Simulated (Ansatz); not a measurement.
Level of theory: DFT PBE, scalar-relativistic, plane waves, PAW in Ansatz. Cutoff 420 eV, Γ-centred meshes of about 0.25 Å⁻¹ or finer for metals and 0.3 Å⁻¹ for insulators (2π included), Gaussian smearing. No spin polarisation.

These are static total energies at zero pressure.

Two relaxed structures of HfBr3F2:

1.

```xyz
12
Lattice="5.9085 0.0000 0.0000 0.0000 5.9085 0.0000 0.0000 0.0000 13.2532" Properties=species:S:1:pos:R:3 pbc="T T T"
Hf    2.9543    0.0000    0.0000
Hf    0.0000    2.9543    0.0000
Br    2.9543    2.9543    7.7807
Br    2.9543    2.9543    5.4724
Br    0.0000    2.9543   10.7372
Br    0.0000    2.9543    2.5160
Br    2.9543    0.0000   10.7372
Br    2.9543    0.0000    2.5160
F     1.4781    1.4781    0.0000
F     4.4304    4.4304    0.0000
F     4.4304    1.4781    0.0000
F     1.4781    4.4304    0.0000
```

2.

```xyz
6
Lattice="-2.0891 4.8038 4.2956 2.0891 -4.8038 4.2956 2.0891 4.8038 -4.2956" Properties=species:S:1:pos:R:3 pbc="T T T"
Hf    0.0000    0.0000    8.4100
Br    0.0000    0.0000    2.5120
Br    0.0000    7.0674    0.3049
Br    0.0000    2.5402    0.3049
F     0.0000    0.0000    6.5116
F     0.0000    4.8038    4.0960
```

Task: Which form is favoured at zero pressure, and by what margin per atom?

Result: Cell 1 is lower, by 109 meV/atom. Cell 1 has space group P4/mmm (No. 123), 38.6 Å³/atom and a gap of 1.74 eV on its mesh; cell 2 has space group Imm2 (No. 44), 28.7 Å³/atom and no gap. Cell 1 holds Br–Br pairs (shortest 2.31 Å); in cell 2 the shortest Br–Br distance is 3.37 Å. In cell 1, Hf has 4 F at 2.09 Å and 2 Br at 2.52 Å; Br on a site of symmetry 4mm is surrounded by 1 Br at 2.31 Å; around F lie 2 Hf at 2.09 Å; 1 more site not described. In cell 2, around Hf lie 1 F at 1.90 Å, 2 F at 2.09 Å and 3 Br at 2.59–2.69 Å; around Br on a site of symmetry mm2 lies 1 Hf at 2.69 Å; F on its first site has 1 Hf at 1.90 Å; 2 more sites not described. Both come from trial cells of a structure search.

No dispersion correction is applied, so the spacing and binding between layers, chains or molecules are poorly described (P4/mmm, Imm2), and this can change margins and order among such cells. These runs have no spin–orbit coupling, which can matter for Hf. Kohn–Sham gaps at this level usually fall short of measured ones. In Imm2 an odd number of electrons in the primitive cell allows no gap without spin; a larger cell or a magnetic state could open one. A magnetic state wasn't ruled out in cells without spin, among them Imm2. With atoms moved at random, cell 1 ended within 5 meV/atom of its own energy, in a cell of lower symmetry. Other cells relaxed within their symmetry can be saddle points.
